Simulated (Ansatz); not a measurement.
SiC:
```yaml
crystal:
  lattice:
    - [3.05634, 0.00000, 0.00000]
    - [-1.52817, 2.64687, 0.00000]
    - [0.00000, 0.00000, 5.01605]
  atoms:
    - { symbol: Si, position: [0.33333, 0.66667, 0.49960] }
    - { symbol: Si, position: [0.66667, 0.33333, 0.99960] }
    - { symbol: C, position: [0.33333, 0.66667, 0.87540] }
    - { symbol: C, position: [0.66667, 0.33333, 0.37540] }
```

Cartesian axes are those of the cell as given.

Question: Give the high-frequency dielectric tensor and the Born effective charge tensors of the independent atoms from DFPT, the program Ansatz at the LDA level (PAW).

Answer: 
ε∞:
```
6.89  0.00  0.00
0.00  6.89  0.00
0.00  0.00  7.24
```
Z* of atom 1 (Si), rows: field, columns: displacement, in e:
```
2.69  0.00  0.00
0.00  2.69  0.00
0.00  0.00  2.89
```
Z* of atom 3 (C), rows: field, columns: displacement, in e:
```
-2.69   0.00   0.00
 0.00  -2.69   0.00
 0.00   0.00  -2.89
```

Space group P6_3mc (wurtzite). The LDA relaxation kept the symmetry of its start; phonons on a q-mesh show no instability.

Potentials: the earlier of the program's two PAW sets.
